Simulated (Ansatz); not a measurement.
SiBCN:
```
SiBCN
1.0
    1.41489     0.81689     4.67418
   -1.41489     0.81689     4.67418
    0.00000    -1.63377     4.67418
B N Si C
1 1 1 1
Cartesian
  0.00000   0.00000  13.92031
  0.00000   0.00000   1.69774
  0.00000   0.00000   7.06928
  0.00000   0.00000   8.86382
```

x, y and z are the axes in which the lattice vectors are written.

Problem. Give the proper piezoelectric stress tensor with relaxed ions from r²SCAN (plane waves, PAW; program Ansatz).

Solution. In C/m², rows x, y, z, Voigt columns; mesh uncertainty up to 0.01.
```
 0.00   0.00   0.00   0.00  -0.36  -0.39
-0.39   0.39   0.00  -0.36   0.00   0.00
 0.40   0.40  -3.29   0.00   0.00   0.00
```

The elastic tensor of the same run (GPa):

```csv
,1,2,3,4,5,6
1,670,116,95.9,-63.0,0.0,0.0
2,116,670,95.9,63.0,0.0,0.0
3,95.9,95.9,415,0.0,0.0,0.0
4,-63.0,63.0,0.0,196,0.0,0.0
5,0.0,0.0,0.0,0.0,196,-63.0
6,0.0,0.0,0.0,0.0,-63.0,277
```

Problem. Convert to strain constants d = e·S.

Solution. In pC/N:
```
 0.0   0.0   0.0   0.0  -2.4  -2.0
-1.0   1.0   0.0  -2.4   0.0   0.0
 1.6   1.6  -8.7   0.0   0.0   0.0
```

Space group R3m. The start of the workflow was typed in or built on a structure type; neither database checked (COD, Materials Project) lists it. Whether it is the stable phase at ambient conditions was not checked. The r²SCAN relaxation kept the symmetry of its start; whether a distortion lowers the energy is not shown. The volume moved by -18 % from the start of the relaxation. Signs of piezoelectric constants follow the polarity of the cell as given.

Potentials: the earlier of the program's two PAW sets.
